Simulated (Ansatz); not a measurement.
Input and command of a plane-wave DFT calculation in Ansatz:

```yaml
crystal:
  lattice:
    - [3.194205, 0.0, 0.0]
    - [0.0, 3.147, 0.0]
    - [0.0, 0.0, 4.17]
  atoms:
    - { symbol: Zr, position: [0.5, 0.5, 0.5] }
    - { symbol: Hg, position: [0.0, 0.0, 0.0] }
basis:
  ecutwfc: 500
kpoints:
  mp_grid: { grid: [16, 16, 12] }
hamiltonian:
  xc: r2scan
scf:
  occupations: { method: gaussian, width: 0.15 }
output:
  forces: true
  stress: true
  eigenvalues: true
```

```bash
ansatz run input.yaml --threads 1 --pin off --max-ram 2560MiB --backend cpu --events-out ev --progress --plain --runs-dir out
```

Processor: Arm Neoverse V1, 1 thread, on a host shared with other jobs.

Task: Estimate time, memory and problem size.

Result: About 59 s on 1 thread of Arm Neoverse V1, on a shared host, peak memory 0.8 GiB. It solves 20 bands at 567 k points (the mesh reduced by symmetry) with about 1051 plane waves, in 7 SCF iterations.
